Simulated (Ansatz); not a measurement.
TiAu:
```yaml
crystal:
  lattice:
    - [3.21764, 0.00000, 0.00000]
    - [0.00000, 3.21764, 0.00000]
    - [0.00000, 0.00000, 3.21764]
  atoms:
    - { symbol: Au, position: [0.00000, 0.00000, 0.00000] }
    - { symbol: Ti, position: [0.50000, 0.50000, 0.50000] }
```

This is the PBEsol-relaxed structure.

All from PBEsol (plane waves, PAW; program Ansatz), unless another level is named. Give the bulk modulus (Birch–Murnaghan fit).

160 GPa.

Give the highest zone-centre frequency.

146 cm^-1.

Predict the elastic constants (relaxed ions, GPa).

C11 = 147, C12 = 166, C44 = 57.4.

Space group Pm-3m (CsCl type). The workflow started from an entry of the Crystallography Open Database (COD). Whether it is the stable phase at ambient conditions was not checked. Symmetry was held in the PBEsol relaxation. At this level the phase is mechanically unstable. The run is not spin-polarised. As this level gives no gap, shear constants depend on the k-mesh and smearing (Fermi–Dirac, 0.1 eV here). As this level gives no gap, phonon frequencies hold no LO–TO term and depend on the k-mesh and smearing (Fermi–Dirac, 0.1 eV here). Scalar-relativistic: spin–orbit coupling is off unless named, which matters more the heavier the elements.

Potentials: the later of the program's two PAW sets.
